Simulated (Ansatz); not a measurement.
SrZrO₃:
```cif
data_O6Sr2Zr2
_chemical_formula_sum 'Sr2 Zr2 O6'
_space_group_name_H-M_alt 'P 1'
_space_group_IT_number 1
_cell_length_a 5.77959
_cell_length_b 5.77959
_cell_length_c 5.77959
_cell_angle_alpha 60.299
_cell_angle_beta 60.299
_cell_angle_gamma 60.299
loop_
_space_group_symop_operation_xyz
  'x, y, z'
loop_
_atom_site_label
_atom_site_type_symbol
_atom_site_fract_x
_atom_site_fract_y
_atom_site_fract_z
_atom_site_occupancy
Sr1 Sr 0.26686 0.26686 0.26686 1
Sr2 Sr 0.76686 0.76686 0.76686 1
Zr1 Zr 0.01158 0.01158 0.01158 1
Zr2 Zr 0.51158 0.51158 0.51158 1
O1 O 0.75313 0.18926 0.32946 1
O2 O 0.32946 0.75313 0.18926 1
O3 O 0.18926 0.32946 0.75313 1
O4 O 0.82946 0.68926 0.25313 1
O5 O 0.25313 0.82946 0.68926 1
O6 O 0.68926 0.25313 0.82946 1
```

Relaxed with PBEsol.

Q: Give the optical modes at the zone centre with their infrared activity from DFPT, PBEsol in the plane-wave PAW code Ansatz.

A: Transverse frequencies, without the LO–TO term; a row sums one degenerate level.

```tsv
ω (cm⁻¹)	degeneracy	IR ((D/Å)²/amu)	activity	symmetry
17	2	0.38	IR	E
52	1	23.46	IR	A1
87	1	0.00	IR-inactive	A2
125	2	19.57	IR	E
165	2	0.09	IR	E
192	2	24.00	IR	E
208	1	33.11	IR	A1
232	2	69.32	IR	E
263	1	0.09	IR	A1
276	1	0.00	IR-inactive	A2
320	2	29.59	IR	E
323	1	0.00	IR-inactive	A2
354	1	0.00	IR-inactive	A2
397	2	0.00	IR-inactive	E
489	1	42.66	IR	A1
514	2	69.47	IR	E
552	2	0.01	IR	E
789	1	0.00	IR-inactive	A2
```

Q: How high does the top mode go among those that the LO–TO term moves?

A: 712 cm⁻¹ for q along x, 712 cm⁻¹ for q along y, 699 cm⁻¹ for q along z.

Space group R3c. The start of the workflow was typed in or built on a structure type; neither database checked (COD, Materials Project) lists it. COD files the formula under space group No. 62, 63, 221, so this cell is another polymorph or a model. Its standing as an ambient phase is unchecked. The cell was relaxed with PBEsol under the symmetry of its start; of distortions, only those at the zone centre were tested. No spin polarisation was allowed.

Potentials: the later of the program's two PAW sets.
